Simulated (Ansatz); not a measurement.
# Structure optimisation: indium, dhcp

All numbers below come from Ansatz 0.2.0, DFT, LDA (PW92), plane waves (420 eV) with PAW, scalar-relativistic. (PAW data from PBE, frozen cores regenerated.)

k-point mesh 11×11×3, Fermi-Dirac smearing 0.1 eV, no spin polarisation. Cell and atoms relax.

Starting structure:

```yaml
crystal:
  lattice:
    - [3.3313943041, 0.0, 0.0]
    - [-1.665697152, 2.8850720974, 0.0]
    - [0.0, 0.0, 10.8803337972]
  atoms:
    - { symbol: In, position: [0.0, 0.0, 0.0] }
    - { symbol: In, position: [0.0, 0.0, 0.5] }
    - { symbol: In, position: [0.3333333333, 0.6666666667, 0.25] }
    - { symbol: In, position: [0.6666666667, 0.3333333333, 0.75] }
hamiltonian:
  xc: lda
  pseudopotentials:
    kind: paw
    azcp:
      In: "pseudopotentials/In.paw.azcp"
basis:
  ecutwfc: 420
  fft_grid_basis: typed
kpoints:
  mp_grid: { grid: [11, 11, 3], shift: [0, 0, 0] }
magnetization:
  spin_polarized: false
scf:
  occupations: { method: fermi_dirac, width: 0.1 }
relax:
  max_steps: 60
  f_tol: 0.01
  cell: {}
```

Q: What cell does the relaxation end in?

A: P6_3/mmc with a = 3.273 Å, c = 10.619 Å (c/a = 3.245); 24.62 Å³ per atom against 26.14 at the start (-5.8 %).

Q: How much energy does the relaxation gain?

A: 13.0 meV per atom.
